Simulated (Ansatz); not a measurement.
# Calculated with Ansatz: LiZn, settings compared

The input file (Ansatz 0.2.0, plane waves):

```yaml
crystal:
  lattice:
    - [0.0, 3.098863, 3.098863]
    - [3.098863, 0.0, 3.098863]
    - [3.098863, 3.098863, 0.0]
  atoms:
    - { symbol: Zn, position: [0.5, 0.5, 0.5] }
    - { symbol: Zn, position: [0.75, 0.75, 0.75] }
    - { symbol: Li, position: [0.0, 0.0, 0.0] }
    - { symbol: Li, position: [0.25, 0.25, 0.25] }
  symmetry: { tolerance: 0.0003 }
kpoints:
  mp_grid: { grid: [5, 5, 5], shift: [0, 0, 0] }
magnetization:
  spin_polarized: false
scf:
  occupations: { method: fermi_dirac }
hamiltonian:
  pseudopotentials: { kind: paw }
  xc: r2scan
basis:
  ecutwfc: 500
output:
  forces: true
  stress: true
  eigenvalues: true
  write_density: true
  write_potential: true
  elf: true
  volumetric_format: npy
```

Run with:

```bash
ansatz run input.yaml --threads 1 --pin off --max-ram 2560MiB --backend cpu --events-out ev --progress --plain --runs-dir out
```

Origin of the cell: a database entry, scaled a little.

The smearing width isn't typed, so it takes its default of 0.1 eV.

Output of this run (shortened):

```
SCF iter   1: F=—  HF=-7062.440184 eV  Δρ=1.66e-2  dr2=9.72e-2  dr2_τ=3.28e-3
SCF iter   2: F=—  HF=-7062.440252 eV  Δρ=2.09e-3  dr2=2.99e-3  dr2_τ=4.08e-4
SCF iter   3: F=—  HF=-7062.435769 eV  Δρ=2.88e-3  dr2=5.83e-3  dr2_τ=1.39e-5
SCF iter   4: F=—  HF=-7062.434477 eV  Δρ=7.43e-4  dr2=8.53e-4  dr2_τ=3.44e-6
SCF iter   5: F=—  HF=-7062.434482 eV  Δρ=2.84e-4  dr2=1.24e-4  dr2_τ=2.71e-7
SCF iter   6: F=—  HF=-7062.434503 eV  Δρ=1.40e-4  dr2=1.50e-5  dr2_τ=4.80e-8
SCF iter   7: F=—  HF=-7062.434514 eV  Δρ=1.38e-5  dr2=1.79e-7  dr2_τ=2.45e-9
SCF iter   8: F=-7062.434515 eV  HF=-7062.434515 eV  Δρ=4.00e-6  dr2=1.03e-8  dr2_τ=5.42e-11
SCF 1 converged in 8 iterations: F = -7062.434515 eV  dr2 = 1.03e-8
SCF converged after 8 iterations
Free energy (F): -7062.434515 eV
Harris-Foulkes:  -7062.434515 eV  (|F-HF|=5.20e-9)
Internal energy: -7062.385434 eV  (E = F + TS)
E sigma→0 (E₀):  -7062.409975 eV
Entropy (-TS):   -0.049080 eV (-12.270 meV/atom)
Fermi energy:    6.287659 eV
--- Per-component energies (eV) ---
  E_band       = -166.034440
  E_kinetic    = 304.632639
  E_local      = -3917.857098  (includes V_loc(G=0)·N_el)
  E_nonlocal   = 1158.072380
  E_hartree    = 1627.604653
  E_xc         = -269.580685
  E_vxc        = -139.288005  (∫ρ·V_xc dr)
  E_paw        = -3733.567698  (= ΣΔE_a)
  E_vpaw       = -835.442261  (= ΣTr[D̂ρ^β])
  E_aug_tail   = -0.000311  (compensation charges beyond the density's cutoff)
  E_vtau       = 8.633227  (kinetic-family band-sum trace: ∫τ·v_τ [+ j·A + Jᵃ·Aᵃ] dr)
  E_ewald      = -2231.324077
  E_core_change = -0.365237  (= ΣΔE_core)
  E_smearing   = -0.049080  (= −TS)
  Σ components = -7062.434515   (vs F -7062.434515, Δ=0.00e0)
--- Forces (eV/Å), atoms counted from 1 ---
  atom   1  Zn     0.000000    -0.000000     0.000000
  atom   2  Zn    -0.000000     0.000000     0.000000
  atom   3  Li     0.000000    -0.000000    -0.000000
  atom   4  Li     0.000000    -0.000000    -0.000000
  max |Σ_I F_I| component: 1.73e-17 eV/Å
--- Stress (GPa, compression-positive) ---
       -1.841911      -0.000000      -0.000000
       -0.000000      -1.841911      -0.000000
        0.000000       0.000000      -1.841911
  P = ⅓ Tr σ = -1.8419 GPa (-18.419 kbar)
```

The same input was run again with these changes:

1. `basis.ecutwfc` 500 → "250 eV"; `scf.occupations.method` fermi_dirac → cold; `scf.occupations.width` default → 0.005
2. `scf.algorithm` default → direct_min; `basis.xc_grid` default → 1
3. `scf.n_extra_bands` default → 2
4. `accuracy` default → medium

```
 run        end  SCF iterations  P (GPa)  max force component (eV/Å)  moment (μB)  ΔE(σ→0) (meV/atom)
base  converged               8    -1.84                       0.000            –                   0
   1  converged               8    -1.04                       0.000            –              588.93
   2  converged               6    -1.78                       0.000            –               -0.89
   3  converged               8    -1.84                       0.000            –                0.00
   4  converged               8    -1.84                       0.000            –                0.00
```

Energies are compared only where functional, datasets, charge and starting cell are the same.

Not properties of the system: run 1 (too coarse or loose: `basis.ecutwfc` = "250 eV").

Caveats of the base run: the k mesh is coarse if the cell is a metal.

Run 1: the cutoff lies below the datasets' advice.

The base run took 5.4 s of wall time on 1 CPU thread(s) of a shared host, from the program's own first density.
